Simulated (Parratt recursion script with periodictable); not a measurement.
How fast does roughness lower the EUV peak of a Si/Rh multilayer on Si?

```
layer, from the top  thickness (Å)  density (g/cm³)  rms roughness of its top face (Å)  δ at 13.5 nm  β at 13.5 nm
-------------------  -------------  ---------------  ---------------------------------  ------------  ------------
Si (in each period)           41.8            2.313                             varied  9.927 × 10⁻⁴      0.001813
Rh (in each period)           27.9           12.398                             varied        0.1248       0.03117
Si (substrate)                   –            2.313                                  4  9.927 × 10⁻⁴      0.001813
```

The refractive index is n = 1 − δ + iβ; the runs take δ and β at each wavelength of the scan. Vacuum lies above.

Densities are inputs, not measurements. They were set from computed cells of the Materials Project: Si from entry mp-149 (Fd-3m, 2.313 g/cm³); Rh from entry mp-74 (Fm-3m, 12.398 g/cm³). A layer's crystal structure does not enter its constants, only its composition and density.

Simulated, not measured: EUV and soft X-ray reflectivity, Parratt recursion, Névot-Croce roughness, Henke tables (Parratt recursion script with periodictable 1.7.1).

Light falls along the surface normal, where s and p polarisation coincide. The wavelength is scanned from 12.42 to 14.58 nm in 161 evenly spaced points, without smoothing. The peak is the highest scan point; its wavelength and height come from a parabola through R at that point and its two neighbours.

The pair is repeated 40 times. The runs differ only in σ, the roughness on top of both layers of each period; the substrate's stays as listed.

| σ (Å) | peak λ (nm) | peak R (%) |
|---|---|---|
| 0 | 13.569 | 59.5 |
| 3 | 13.547 | 57.8 |
| 4 | 13.534 | 56.5 |
| 6 | 13.493 | ? |
| 9 | 13.425 | 45.0 |

### Question
Estimate the peak reflectivity at σ = 6 Å from a line of ln R against σ², and compare with the factor exp[−(2πσ/D)²] for one weak reflection.

### Answer
With R₀ = 59.5 % of the first row, ln(R/R₀) is 0.0000 at σ² = 0, −0.0290 at σ² = 9, −0.0517 at σ² = 16, −0.2793 at σ² = 81 Å². A least-squares line has slope −0.00347 Å⁻² and intercept 0.0018, which gives 52.6 % at σ² = 36 Å². For D = 69.7 Å, (2π/D)² = 0.00813 Å⁻², and that slope from the first row gives 44.4 %.

The run gave 52.8 %, so the line misses by 0.2 points. The fitted slope is 0.43 of (2π/D)² in size.
